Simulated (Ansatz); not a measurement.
TiN (rock salt)

```
TiN
1.0
    0.00000     2.11666     2.11666
    2.11666     0.00000     2.11666
    2.11666     2.11666     0.00000
N Ti
1 1
Direct
  0.00000   0.00000   0.00000
  0.50000   0.50000   0.50000
```

Scan: atom 2 (Ti, nearest neighbour N at 2.117 Å; its periodic images, 3.0 Å or more away, move with it) is displaced towards the nearest neighbour, direction (-1.000, 0.000, 0.000) in Cartesian axes, by s. The other atoms stay.

All values below come from r2SCAN (plane waves to 500 eV, PAW, scalar-relativistic; Ansatz, a quantum-chemistry and plane-wave program). k mesh 15×15×15 (Γ-centred), Fermi-Dirac smearing 0.05 eV. Left out: 2 of 11 points, with atoms too close for the PAW data. With partly filled bands, energies and forces of such displacements shift with the k mesh and the smearing. F∥ is the force on the atom along that direction. The PAW data are Ansatz's earlier set. TiN is run without spin polarisation. TiN was relaxed with its symmetry unable to fall. 

```
s (Å)   F∥ (eV/Å)
------  ---------
-0.336      4.506
-0.252      3.097
-0.168      1.881
-0.084      0.924
0.000       0.000
0.084      -0.924
0.168      -1.881
0.252      -3.097
0.336      -4.506
```

**Question.** What is the force constant k = d²E/ds² of this move at s = 0?

**Answer.** 10.9 eV/Å². The forces along the line at the two nearest points give (0.924 − (-0.924)) / (2·0.084) = 11.00 eV/Å²; the next pair corrects for the finite step.

**Question.** With two atoms in the cell this is the zone-centre optical mode. What wavenumber follows?

**Answer.** 524 cm⁻¹. Reduced mass μ = 10.84 u; ν̃ = 521.5·√(k/μ) with k = 10.94 eV/Å².

(A displaced cell: forces are minus the slopes of the energy, force constants its curvatures, and phonons follow from these.)
